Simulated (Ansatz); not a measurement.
An Ansatz (a first-principles code) run. Input:

Ansatz 0.2 input:
```yaml
crystal:
  lattice:
    - [4.5024982328, 6.8411196517, 0.0]
    - [-4.5024982328, 6.8411196517, 0.0]
    - [-1.5718288939, 0.0, 7.7715084689]
  atoms:
    - { symbol: Rb, position: [0.7453180939, 0.7453180939, 0.0] }
    - { symbol: Rb, position: [0.2546819061, 0.2546819061, 0.0] }
    - { symbol: Rb, position: [0.678753896, 0.678753896, 0.5] }
    - { symbol: Rb, position: [0.321246104, 0.321246104, 0.5] }
    - { symbol: Rb, position: [0.112310292, 0.887689708, 0.3550172606] }
    - { symbol: Rb, position: [0.887689708, 0.112310292, 0.6449827394] }
    - { symbol: In, position: [0.6757584776, 0.3242415224, 0.1480452228] }
    - { symbol: In, position: [0.3242415224, 0.6757584776, 0.8519547772] }
    - { symbol: S, position: [0.346054161, 0.9481167828, 0.7246101075] }
    - { symbol: S, position: [0.653945839, 0.0518832172, 0.2753898925] }
    - { symbol: S, position: [0.9481167828, 0.346054161, 0.2753898925] }
    - { symbol: S, position: [0.0518832172, 0.653945839, 0.7246101075] }
    - { symbol: S, position: [0.6005162967, 0.3994837033, 0.8223973164] }
    - { symbol: S, position: [0.3994837033, 0.6005162967, 0.1776026836] }
kpoints:
  mp_grid: { grid: [4, 4, 4] }
hamiltonian:
  xc: r2scan
  pseudopotentials: { kind: paw }
scf:
  occupations: { method: fixed }
checkpoint: { read: static.run }
output: { write_density: true, elf: true, volumetric_format: npy }
basis: { fft_grid_basis: typed }
```

Output (shortened):

```
Pseudopotentials: kind: paw
Pseudopotential: Rb, paw, valence charge 9
Pseudopotential: In, paw, valence charge 13
Pseudopotential: S, paw, valence charge 6
Functional definition: r2SCAN
Crystal: 14 atoms, lattice volume = 478.758 Å³
Basis set: ecut = 500 eV, 12149 PW (Γ), exchange–correlation on 240×240×240 points (64 copies of the dense FFT grid, shifted against one another)
Bands: 72, of which v1, the nominal top of the filled ones, is band 58 counted from 1 (57 counted from 0)
Symmetry: 4 space group operations
Space group: C2/m (ITA 12), of the structure as read, at distance tolerance 7.8e-5 Å
k-points: 24 of 64
PAW frozen core: Rb, regenerated for the run's functional
PAW frozen core: In, regenerated for the run's functional
PAW frozen core: S, regenerated for the run's functional
Initial density: read from a saved state, or passed on in memory by an earlier SCF of this step, an earlier step, the calling program or the single point that …
Stability of the state it starts from, as read at its close in the unpolarized treatment …
Initial wavefunctions: pseudopotential atomic-orbital guess
Eigensolver: davidson
Functional: x = r2scan, c = r2scan; τ floored in thin density (d = 2e-4 eV/Å³)
iter 1 solved again at ethr=2.76e-8 eV; its pass at ethr=3.10e-3 eV (dr2=3.20e-5 eV) is discarded
SCF iter   1: F=—  HF=-36344.333063 eV  |F-HF|=—  |Δ(HF+E_count)|=         —  Δρ=2.58e-7  dr2=4.00e-10  dr2_τ=5.87e-11  ethr=2.76e-8  ⟨swp⟩=4.0  Hψ=11672  notcnv=0  defer=288
all-band conjugate gradients solve this SCF's bands
preconditioner: auto → Resta (q_TF=auto, 2.154 Å⁻¹)
SCF iter   2: F=-36344.333063 eV  HF=-36344.333063 eV  |F-HF|=1.31e-10  |Δ(HF+E_count)|=   1.96e-9  Δρ=1.71e-7  dr2=2.05e-10  dr2_τ=7.33e-11  ethr=1.00e-12  ⟨swp⟩=17.2  Hψ=11471  notcnv=0
SCF 1 converged in 2 iterations: F = -36344.333063 eV  dr2 = 2.05e-10
SCF converged after 2 iterations
Free energy (F): -36344.333063 eV
Harris-Foulkes:  -36344.333063 eV  (|F-HF|=1.31e-10)
Internal energy: -36344.333063 eV  (E = F + TS)
E sigma→0 (E₀):  -36344.333063 eV
Fermi energy:    3.152947 eV
--- Per-component energies (eV) ---
  E_band       = -772.387200
  E_kinetic    = 2288.079829
  E_local      = -7863.243795  (includes V_loc(G=0)·N_el)
  E_nonlocal   = 1940.116319
  E_hartree    = 2675.002275
  E_xc         = -1703.244012
  E_vxc        = -1690.443307  (∫ρ·V_xc dr)
  E_paw        = -27839.519126  (= ΣΔE_a)
  E_vpaw       = -888.455352  (= ΣTr[D̂ρ^β])
  E_aug_tail   = 0.000019  (compensation charges beyond the density's cutoff)
  E_vtau       = 91.555029  (kinetic-family band-sum trace: ∫τ·v_τ [+ j·A + Jᵃ·Aᵃ] dr)
  E_ewald      = -5841.915501
  E_core_change = 0.390927  (= ΣΔE_core)
  E_smearing   =  0.000000  (= −TS)
  E_closure    = 0.000000  (closes the sum)
  Σ components = -36344.333063   (vs F -36344.333063, Δ=0.00e0)
  [band-id]    e_kinetic+e_local+e_nonlocal+2·e_hartree+e_vxc+e_vpaw+e_augmentation_tail+e_vtau = -772.386706   (vs E_band -772.387200, Δ=4.94e-4)
--- Band table (eV; the first three rows and the last of 24) ---
  k-point 0: bands = ["-23.7410", "-23.6520", "-23.4907", "-23.4842", "-23.4544", "-23.4511", "-10.8686", "-10.7389", "-10.7355", "-10.7004", "-10.6556", "-10.5406", "-10.5317", "-10.4427", "-10.4334", "-10.3851", "-8.7441", "-8.1118", "-7.9875", "-7.8717", "-7.7727", "-7.6995", "-7.3994", "-7.2583", "-7.2401", "-7.1817", "-7.1766", "-7.1516", "-7.0731", "-7.0413", "-7.0160", "-6.9837", "-6.9306", "-6.8798", "-6.8729", "-6.8369", "-6.7669", "-6.7474", "-6.6627", "-6.5482", "-1.1269", "-0.8724", "0.9477", "0.9977", "1.1067", "1.9344", "1.9835", "2.0390", "2.4009", "2.5422", "2.7368", "2.7988", "2.8514", "2.8789", "2.9323", "2.9904", "3.0606", "3.1130", "5.9492", "7.2561", "8.0404", "8.0688", "8.1220", "8.5230", "8.6313", "9.0536", "9.1798", "9.2968", "9.3867", "9.4457", "9.6551", "9.7768"]
  k-point 1: bands = ["-23.7409", "-23.6521", "-23.4888", "-23.4822", "-23.4564", "-23.4530", "-10.8692", "-10.7378", "-10.7349", "-10.7010", "-10.6555", "-10.5410", "-10.5315", "-10.4426", "-10.4335", "-10.3848", "-8.7650", "-8.0937", "-8.0191", "-7.7893", "-7.7818", "-7.6644", "-7.4349", "-7.2478", "-7.2043", "-7.1830", "-7.1710", "-7.1478", "-7.0879", "-7.0506", "-7.0091", "-6.9805", "-6.9481", "-6.9166", "-6.8990", "-6.8408", "-6.8006", "-6.7483", "-6.6462", "-6.5428", "-1.1345", "-0.8044", "0.9467", "1.0406", "1.1928", "1.8409", "1.9156", "2.0554", "2.3690", "2.5720", "2.7654", "2.7701", "2.7849", "2.8703", "2.9412", "2.9798", "2.9888", "3.0927", "6.3629", "7.1623", "7.8879", "8.2260", "8.3177", "8.4304", "8.5794", "8.7608", "9.0889", "9.2545", "9.3090", "9.4454", "9.4522", "9.6770"]
  k-point 2: bands = ["-23.7408", "-23.6522", "-23.4866", "-23.4800", "-23.4586", "-23.4553", "-10.8697", "-10.7367", "-10.7344", "-10.7017", "-10.6555", "-10.5413", "-10.5313", "-10.4424", "-10.4337", "-10.3846", "-8.7830", "-8.1502", "-7.8653", "-7.8335", "-7.7858", "-7.6308", "-7.4427", "-7.2511", "-7.2493", "-7.1440", "-7.1361", "-7.1056", "-7.0963", "-7.0659", "-6.9964", "-6.9946", "-6.9696", "-6.9583", "-6.9027", "-6.8896", "-6.8206", "-6.7499", "-6.6332", "-6.5355", "-1.1378", "-0.7386", "0.9489", "1.1001", "1.3104", "1.7247", "1.8024", "2.0616", "2.3623", "2.5505", "2.7241", "2.7448", "2.8011", "2.8841", "2.9456", "2.9487", "3.0094", "3.0414", "6.9621", "7.0021", "7.7451", "8.1994", "8.2733", "8.4381", "8.6636", "8.6983", "8.9639", "9.1810", "9.2279", "9.3094", "9.4205", "9.4661"]
  k-point 23: bands = ["-23.7406", "-23.6522", "-23.4866", "-23.4800", "-23.4577", "-23.4564", "-10.8696", "-10.7386", "-10.7349", "-10.7016", "-10.6554", "-10.5414", "-10.5313", "-10.4422", "-10.4337", "-10.3848", "-8.7853", "-8.1316", "-7.9427", "-7.9360", "-7.7815", "-7.4989", "-7.4145", "-7.2249", "-7.2054", "-7.1513", "-7.1499", "-7.0877", "-7.0729", "-7.0621", "-7.0109", "-7.0046", "-6.9725", "-6.9175", "-6.9156", "-6.8888", "-6.7839", "-6.7308", "-6.6875", "-6.6158", "-1.1704", "-0.7936", "1.0070", "1.0822", "1.3146", "1.7460", "1.7727", "2.1295", "2.2582", "2.6044", "2.7277", "2.7506", "2.8100", "2.8745", "2.9416", "2.9439", "3.0526", "3.0626", "6.8341", "7.0548", "7.8903", "7.9444", "8.1430", "8.2114", "8.5213", "8.6606", "8.6848", "8.9214", "9.0849", "9.2086", "9.2740", "9.7687"]
  band table: 72 of 72 bands, residual norms ≤ 1.0e-3 eV
```

Cost: roughly 70 core-seconds on shared cores.

The workflow started from a Materials Project entry (that database holds measured and hypothetical structures alike); the Crystallography Open Database copy checked does not list it. Whether it is the stable phase at ambient conditions was not checked. The r²SCAN relaxation kept the symmetry of its start; its stability against distortions is not shown here. Scalar-relativistic: spin–orbit coupling is off unless named, which matters more the heavier the elements.

Potentials: the later of the program's two PAW sets.

Ansatz is a plane-wave DFT program.
